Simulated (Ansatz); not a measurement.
NaCl:
```xyz
12
Lattice="6.6804 0.0000 0.0000 -3.3402 5.7854 0.0000 0.0000 0.0000 6.9853" Properties=species:S:1:pos:R:3 pbc="T T T"
Na    -2.2270     3.8573     3.4926
Na     4.4540     0.0000     3.4926
Na     1.1132     1.9281     3.4926
Na    -1.1136     1.9289     0.0000
Na     2.2273     0.0000     0.0000
Na     2.2265     3.8565     0.0000
Cl     3.3402     1.9285     1.7465
Cl     3.3402     1.9285     5.2388
Cl     0.0000     3.8569     1.7465
Cl     0.0000     3.8569     5.2388
Cl     0.0000     0.0000     5.2393
Cl     0.0000     0.0000     1.7460
```

Relaxed with PBEsol.

**Question.** Give the optical modes at the zone centre with their infrared activity from DFPT, DFT-PBEsol in the program Ansatz with PAW potentials.

**Answer.** Transverse frequencies, without the LO–TO term; a row sums one degenerate level.

| ω (cm⁻¹) | degeneracy | IR ((D/Å)²/amu) | activity |
|---|---|---|---|
| 72 | 2 | 0.00 | IR-inactive |
| 84 | 1 | 0.00 | IR-inactive |
| 84 | 1 | 0.00 | IR-inactive |
| 105 | 2 | 0.00 | IR-inactive |
| 105 | 2 | 0.00 | IR-inactive |
| 119 | 1 | 0.00 | IR-inactive |
| 119 | 1 | 0.00 | IR-inactive |
| 120 | 2 | 0.00 | IR-inactive |
| 139 | 2 | 0.00 | IR-inactive |
| 139 | 2 | 0.00 | IR-inactive |
| 149 | 2 | 23.02 | IR |
| 152 | 2 | 0.00 | IR-inactive |
| 152 | 2 | 0.00 | IR-inactive |
| 158 | 1 | 13.47 | IR |
| 162 | 2 | 0.00 | IR-inactive |
| 162 | 2 | 0.00 | IR-inactive |
| 180 | 1 | 0.00 | IR-inactive |
| 180 | 1 | 0.00 | IR-inactive |
| 196 | 1 | 0.00 | IR-inactive |
| 196 | 1 | 0.00 | IR-inactive |
| 201 | 1 | 0.00 | IR-inactive |
| 217 | 1 | 0.00 | IR-inactive |

**Question.** How high does the top mode go among those that the LO–TO term moves?

**Answer.** 241 cm⁻¹ for q along x, 241 cm⁻¹ for q along y, 257 cm⁻¹ for q along z.

Space group P6_3/mmc (NiAs type). The workflow started from a Materials Project entry (that database holds measured and hypothetical structures alike); the Crystallography Open Database copy checked does not list it. It is not the phase usual at ambient conditions (space group No. 225). The PBEsol relaxation kept the symmetry of its start; its stability against distortions is not shown here.

Potentials: the earlier of the program's two PAW sets. The files were generated under PBE; for other functionals the program regenerates the frozen cores, and for LDA and PBEsol the local potential too.
